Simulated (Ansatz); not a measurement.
This cell of MgB2 (AlB2 type, space group P6/mmm) is off equilibrium:

```
MgB2
1.0
    3.06322     0.00000     0.00000
   -1.53161     2.65283     0.00000
    0.00000     0.00000     3.49987
Mg B
1 2
Direct
  0.00000   0.00000   0.00000
  0.33333   0.66667   0.50000
  0.81771   0.44391   0.50000
```

Computed with PBEsol (plane waves to 420 eV, PAW, scalar-relativistic; Ansatz, a quantum-chemistry and plane-wave program). k mesh 14×14×11 (Γ-centred), Fermi-Dirac smearing 0.05 eV. The energy includes the smearing's −TS. Stress and pressure are positive under compression. With partly filled bands, energies and forces of such displacements shift with the k mesh and the smearing. MgB2 was relaxed with its symmetry unable to fall.

What forces act on the atoms (eV/Å, Cartesian)?


```tsv
atom	Fx	Fy	Fz
Mg1	0.329	0.692	0.000
B2	9.303	4.622	0.000
B3	-9.631	-5.314	0.000
```

What is the stress tensor (GPa)?


```
   40.9     23.0      0.0
   23.0     14.0      0.0
    0.0      0.0      5.8
```
The pressure, a third of the trace, is 20.2 GPa.

In it atom 3 sits (0.293, 0.293, 0.000) Å away from its relaxed site. What is its energy relative to the relaxed cell?

1623 meV/cell.

(A displaced cell: forces are minus the slopes of the energy, force constants its curvatures, and phonons follow from these.)
